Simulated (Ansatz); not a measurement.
A trial cell of SnF5, before relaxation:

```yaml
crystal:
  lattice:
    - [4.50804, 0.00000, 0.00000]
    - [0.00000, 4.50804, 0.00000]
    - [0.00000, 0.00000, 4.59117]
  atoms:
    - { symbol: Sn, position: [0.50000, 0.50000, 0.00000] }
    - { symbol: F, position: [0.00000, 0.00000, 0.00000] }
    - { symbol: F, position: [0.00000, 0.50000, 0.80714] }
    - { symbol: F, position: [0.50000, 0.00000, 0.19286] }
    - { symbol: F, position: [0.50000, 0.50000, 0.61297] }
    - { symbol: F, position: [0.50000, 0.50000, 0.38703] }
```

The calculation used DFT PBE, scalar-relativistic, plane waves, PAW in Ansatz. Cutoff 420 eV, Gaussian smearing, Γ-centred meshes. Cell and atoms relax first on a coarse mesh and then on a finer one. In between, the cell is made exact in the group found at 0.06 Å. In metals the finer mesh still leaves noise of several meV/atom or more. The steps can't lower the symmetry of their start. No spin polarisation.

A guess keeps its type if space group and coordination stay and the shape of the cell changes little (axis ratios within about 15 %, angles within 6°); the volume may change.

**Question.** Does this structure survive the relaxation?

**Answer.** It doesn't keep its type. The symmetry goes from P-4m2 (No. 115) to P4/mmm (No. 123). The volume per atom grows by 37.7 %, from 15.6 to 21.4 Å³. The shortest distance goes from 1.04 Å (F–F) to 1.88 Å (Sn–F). Counting neighbours within 15 % of an atom's shortest distance, the start has F 1/4/6, Sn 2 and the end F 1/4, Sn 2. In detail, at the end Sn has 2 F at 1.88 Å and 4 F at 2.17 Å; F on a site of symmetry 4/mmm has 4 F at 2.17 Å (long contacts); F on a site of symmetry mmm has 2 F at 2.17 Å and 2 Sn at 2.17 Å; 1 more site not described.

```
Sn F
1.0
     4.33682    0.00000    0.00000
     0.00000    4.33682    0.00000
     0.00000    0.00000    6.83289
Sn F
1 5
Cartesian
  2.1684 2.1684 0.0000
  0.0000 0.0000 0.0000
  0.0000 2.1684 0.0000
  2.1684 0.0000 0.0000
  2.1684 2.1684 4.9524
  2.1684 2.1684 1.8805
```

The last run used a 10×10×6 mesh (in the run's order of axes) for its 6-atom cell and Gaussian smearing of 0.10 eV. Weakly bound directions are ill-defined at this level, which has no dispersion term. An odd number of electrons in the primitive cell allows no gap without spin; a larger cell or a magnetic state could open one. The cell is a metal run without spin; a magnetic state may lie lower. Symmetry constrained the relaxation, so the result can be a saddle point.

In counts of neighbours, a slash parts the counts of unlike sites.
